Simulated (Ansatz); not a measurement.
Input and command of a calculation in Ansatz (plane waves; scalar-relativistic PAW potentials unless the input names others):

```yaml
crystal:
  lattice:
    - [2.7609458485, 0.0, 0.0]
    - [-1.3804729242, 2.3910492433, 0.0]
    - [0.0, 0.0, 4.9415358429]
  atoms:
    - { symbol: Al, position: [0.6666666667, 0.3333333333, 0.75], spin: 2.0 }
    - { symbol: Al, position: [0.3333333333, 0.6666666667, 0.25], spin: 3.0 }
basis:
  ecutwfc: 420
kpoints:
  mp_grid: { grid: [24, 24, 14] }
hamiltonian:
  xc: pbesol
scf:
  occupations: { method: gaussian, width: 0.15 }
  n_extra_bands: 4
output:
  forces: true
  eigenvalues: true
  stress: true
magnetization:
  spin_polarized: true
```

```bash
ansatz run input.yaml --threads 1 --pin off --max-ram 2560MiB --backend cpu --events-out ev --progress --plain --runs-dir out
```

Abridged log:
```
Basis set: ecut = 420 eV, 647 PW (Γ), exchange–correlation on 40×40×72 points (8 copies of the dense FFT grid, shifted against one another)
Bands: 7, of which v1, the nominal top of the filled ones, is band 3 counted from 1 (2 counted from 0)
Symmetry: 12 space group operations
k-points: 488 of 8064 (time reversal used)
SCF iter   1: F=—  HF=-1046.019771 eV  |F-HF|=—  |Δ(HF+E_count)|=         —  Δρ=5.70e-2 (↑5.70e-2 ↓5.50e-2) dr2=1.67e-1  dr2_m=9.06e-1  M=1.338 μB ∫|m|=1.338 μB  β_m=0.30  ethr=2.78e-3  ⟨swp⟩=1.0  Hψ=68269  notcnv=0
SCF iter   2: F=—  HF=-1047.272394 eV  |F-HF|=—  |Δ(HF+E_count)|=    1.25e0  Δρ=4.47e-2 (↑4.47e-2 ↓4.35e-2) dr2=1.12e-1  dr2_m=5.59e-1  M=1.018 μB ∫|m|=1.018 μB  β_m=0.30  ethr=2.78e-3  ⟨swp⟩=1.6  Hψ=10247  notcnv=0
SCF iter   3: F=—  HF=-1047.991995 eV  |F-HF|=—  |Δ(HF+E_count)|=   7.20e-1  Δρ=3.34e-2 (↑3.34e-2 ↓3.30e-2) dr2=2.05e-2  dr2_m=3.29e-1  M=0.762 μB ∫|m|=0.762 μB  β_m=0.30  ethr=1.86e-3  ⟨swp⟩=2.7  Hψ=12027  notcnv=0
SCF iter   4: F=—  HF=-1048.402519 eV  |F-HF|=—  |Δ(HF+E_count)|=   4.11e-1  Δρ=2.59e-2 (↑2.59e-2 ↓2.57e-2) dr2=2.93e-3  dr2_m=1.99e-1  M=0.586 μB ∫|m|=0.586 μB  β_m=0.30  ethr=3.41e-4  ⟨swp⟩=1.7  Hψ=9766  notcnv=0
SCF iter   5: F=—  HF=-1048.643930 eV  |F-HF|=—  |Δ(HF+E_count)|=   2.41e-1  Δρ=2.01e-2 (↑2.01e-2 ↓2.01e-2) dr2=5.06e-4  dr2_m=1.21e-1  M=0.454 μB ∫|m|=0.454 μB  β_m=0.30  ethr=4.88e-5  ⟨swp⟩=2.0  Hψ=9717  notcnv=0  defer=1
SCF iter   6: F=—  HF=-1048.787700 eV  |F-HF|=—  |Δ(HF+E_count)|=   1.44e-1  Δρ=1.57e-2 (↑1.57e-2 ↓1.57e-2) dr2=8.78e-6  dr2_m=7.34e-2  M=0.352 μB ∫|m|=0.352 μB  β_m=0.30  ethr=8.43e-6  ⟨swp⟩=2.0  Hψ=9921  notcnv=0  defer=2
SCF iter   7: F=—  HF=-1048.873645 eV  |F-HF|=—  |Δ(HF+E_count)|=   8.59e-2  Δρ=1.22e-2 (↑1.22e-2 ↓1.22e-2) dr2=8.81e-6  dr2_m=4.45e-2  M=0.274 μB ∫|m|=0.274 μB  β_m=0.30  ethr=1.46e-7  ⟨swp⟩=2.8  Hψ=11704  notcnv=0  defer=3
SCF iter   8: F=—  HF=-1048.925278 eV  |F-HF|=—  |Δ(HF+E_count)|=   5.16e-2  Δρ=9.50e-3 (↑9.50e-3 ↓9.49e-3) dr2=1.09e-6  dr2_m=2.70e-2  M=0.213 μB ∫|m|=0.213 μB  β_m=0.30  ethr=1.46e-7  ⟨swp⟩=2.7  Hψ=11196  notcnv=0  defer=3
Mixer restart at iter 8: flushing history
spin-set hold released at iteration 8 (site moments contracting): the magnetisation degrees of freedom join the quasi-Newton model from the next iteration; the mixer history was flushed
SCF iter   9: F=—  HF=-1048.956399 eV  |F-HF|=—  |Δ(HF+E_count)|=   3.11e-2  Δρ=7.41e-3 (↑7.40e-3 ↓7.41e-3) dr2=1.74e-6  dr2_m=1.64e-2  M=0.165 μB ∫|m|=0.165 μB  β_m=0.61  ethr=1.82e-8  ⟨swp⟩=3.3  Hψ=12342  notcnv=0  defer=3
SCF iter  10: F=—  HF=-1049.004199 eV  |F-HF|=—  |Δ(HF+E_count)|=   4.78e-2  Δρ=4.62e-4 (↑4.62e-4 ↓4.20e-4) dr2=1.69e-4  dr2_m=5.10e-5  M=0.009 μB ∫|m|=0.009 μB  β_m=0.50  ethr=1.82e-8  ⟨swp⟩=3.4  Hψ=13781  notcnv=0  defer=3
SCF iter  11: F=—  HF=-1049.004309 eV  |F-HF|=—  |Δ(HF+E_count)|=   1.10e-4  Δρ=1.02e-4 (↑8.67e-5 ↓1.02e-4) dr2=2.12e-5  dr2_m=1.75e-6  M= 0.000 μB ∫|m|=0.001 μB  β_m=0.42  ethr=1.82e-8  ⟨swp⟩=2.9  Hψ=11550  notcnv=0  defer=5
SCF iter  12: F=—  HF=-1049.004234 eV  |F-HF|=—  |Δ(HF+E_count)|=   7.56e-5  Δρ=5.57e-5 (↑4.96e-5 ↓5.57e-5) dr2=4.76e-7  dr2_m=8.07e-7  M=0.000 μB ∫|m|=0.001 μB  β_m=0.71  ethr=1.82e-8  ⟨swp⟩=2.1  Hψ=9934  notcnv=0  defer=8
SCF iter  13: F=—  HF=-1049.004237 eV  |F-HF|=—  |Δ(HF+E_count)|=   3.17e-6  Δρ=9.89e-6 (↑8.36e-6 ↓9.89e-6) dr2=1.00e-8  dr2_m=2.45e-8  M=0.000 μB ∫|m|=0.000 μB  β_m=0.86  ethr=1.67e-9  ⟨swp⟩=3.3  Hψ=29877  notcnv=0
SCF iter  14: F=—  HF=-1049.004237 eV  |F-HF|=—  |Δ(HF+E_count)|=   1.01e-7  Δρ=1.25e-6 (↑1.25e-6 ↓9.90e-7) dr2=5.15e-11  dr2_m=3.73e-10  M= 0.000 μB ∫|m|=0.000 μB  β_m=0.91  ethr=1.67e-10  ⟨swp⟩=3.9  Hψ=21956  notcnv=0
SCF iter  15: F=-1049.004237 eV  HF=-1049.004237 eV  |F-HF|=1.23e-11  |Δ(HF+E_count)|=   1.47e-9  Δρ=1.28e-7 (↑1.28e-7 ↓1.23e-7) dr2=1.84e-12  dr2_m=4.53e-12  M= 0.000 μB ∫|m|=0.000 μB  ethr=1.00e-12  ⟨swp⟩=3.2  Hψ=18131  notcnv=0
SCF 1 converged in 15 iterations: F = -1049.004237 eV  dr2 = 1.84e-12
WARN: the starting moments were not kept: the SCF closed with an absolute magnetisation of 2.2e-6 μB, where they sum to 5 μB in size (2 sites). That is at most 0.1 of that sum. Measured as dr2_m measures the in/out step, that magnetisation stands 5.3e-13 eV from none, at or under the dr2_threshold of 1.0e-7 eV: it is no larger than a step whose dr2_m would equal this threshold. The system may hold no moment; this SCF shows only that its start led to no more than that. To try another start: raise the starting moments (crystal.atoms[].spin, magnetization.per_species, magnetization.initial_magnet ...
SCF converged after 15 iterations
Magnetization:  0.0000 μB (3.0000 up, 3.0000 down)
Absolute magnetization: 0.0000 μB (∫|ρ↑−ρ↓|, with the PAW one-centre terms)
Spin contamination: 0.0000 ħ² per cell (⟨S²⟩ above its minimum at these occupations)
Per-site moments (μB) at R_I (Å): [(-5.33563627e-7, 1.13889016), (-7.18338602e-8, 1.13889016)]
Free energy (F): -1049.004237 eV
Harris-Foulkes:  -1049.004237 eV  (|F-HF|=1.23e-11)
Internal energy: -1048.994927 eV  (E = F + TS)
E sigma→0 (E₀):  -1048.999582 eV
Entropy (-TS):   -0.009310 eV (-4.655 meV/atom)
Fermi energy:    7.967412 eV
--- Forces (eV/Å), atoms counted from 1 ---
  atom   1  Al     0.00000000     0.00000000     0.00000000
  atom   2  Al     0.00000000     0.00000000     0.00000000
--- Stress (GPa, compression-positive) ---
        2.762497       0.000000       0.000000
        0.000000       2.762497       0.000000
        0.000000       0.000000      -3.052477
  P = ⅓ Tr σ = 0.8242 GPa (8.242 kbar)
```

Apart from outputs, the input differs from a reference run on usual settings in magnetization: not typed → {"spin_polarized": true} (ferro starting moments); scf.n_extra_bands: not typed → 4. The reference, at the same geometry (not necessarily relaxed), gave pressure 0.82 GPa, largest force 0.000 eV/Å, no gap on the mesh. This run converged in 15 SCF iterations (reference: 6) with an energy at zero smearing within 0.01 meV/atom of the reference's, pressure 0.82 GPa, largest force 0.000 eV/Å, no gap on the mesh.

Time: 35 s on 1 thread of Arm Neoverse V2 (shared host), peak memory 0.55 GiB.